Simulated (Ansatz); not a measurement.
AlNi (CsCl type, Pm-3m) under volume change, DFT-PBE in the program Ansatz with PAW potentials, scaled uniformly.

```json
[
 {"V (Å³/atom)": "11.019", "E − E(relaxed) (meV/atom)": "[?]", "P (GPa)": "[?]"},
 {"V (Å³/atom)": "11.382", "E − E(relaxed) (meV/atom)": "24.2", "P (GPa)": "11.27"},
 {"V (Å³/atom)": "11.746", "E − E(relaxed) (meV/atom)": "5.7", "P (GPa)": "5.18"},
 {"V (Å³/atom)": "12.109", "E − E(relaxed) (meV/atom)": "0.0", "P (GPa)": "0.00"},
 {"V (Å³/atom)": "12.472", "E − E(relaxed) (meV/atom)": "5.1", "P (GPa)": "-4.42"},
 {"V (Å³/atom)": "12.836", "E − E(relaxed) (meV/atom)": "19.5", "P (GPa)": "-8.17"},
 {"V (Å³/atom)": "13.199", "E − E(relaxed) (meV/atom)": "[?]", "P (GPa)": "[?]"}
]
```

What belongs in the gaps?


- 13.199, E − E(relaxed) (meV/atom): 41.8
- 13.199, P (GPa): -11.37
- 11.019, E − E(relaxed) (meV/atom): 57.6
- 11.019, P (GPa): 18.43

What does a third-order Birch–Murnaghan fit give for V₀, B₀ and B′?

V₀ = 12.11 Å³/atom, B₀ = 159 GPa, B′ = 4.3.

The cell was relaxed with PBE under the symmetry of its start; phonons on a q-mesh show no instability. The workflow began spin-polarised and lost its moments.

Potentials: the later of the program's two PAW sets.
